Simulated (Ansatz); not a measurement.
Zr$_{3}$HRh in space group Pm-3m (No. 221; Rh on 1a, Zr on 3c, H on 1b), DFT-PBEsol in the program Ansatz with PAW potentials, all energies at zero smearing, with the estimated change up to a 700 eV cutoff added, with one set of potentials and settings (totals compare only within such a set). Cell of 5 atoms (1 Rh, 3 Zr, 1 H): -18741.942 eV.

| element | reference phase | E (eV/atom) |
|---|---|---|
| Rh | Fm-3m, 1 atoms in the cell | -6338.7923 |
| Zr | Cmmm, 3 atoms in the cell | -4128.6684 |
| H | Cmce, 4 atoms in the cell | -15.6186 |

Formation energy per atom, worked out: (-18741.942 − 1×(-6338.7923) − 3×(-4128.6684) − 1×(-15.6186))/5 = -0.305 eV/atom (-29 kJ per mol of atoms), at 0 K, without zero-point energy or fitted corrections.

The start of the workflow was typed in or built on a structure type; neither database checked (COD, Materials Project) lists it. Whether it is the stable phase at ambient conditions was not checked. The PBEsol relaxation kept the symmetry of its start. At this level the phase is mechanically unstable. The run is not spin-polarised. The references are the lowest solids computed at this level, not always the standard phases (solids in place of the gases).

Potentials: the earlier of the program's two PAW sets. The files were generated under PBE; for other functionals the program regenerates the frozen cores, and for LDA and PBEsol the local potential too.
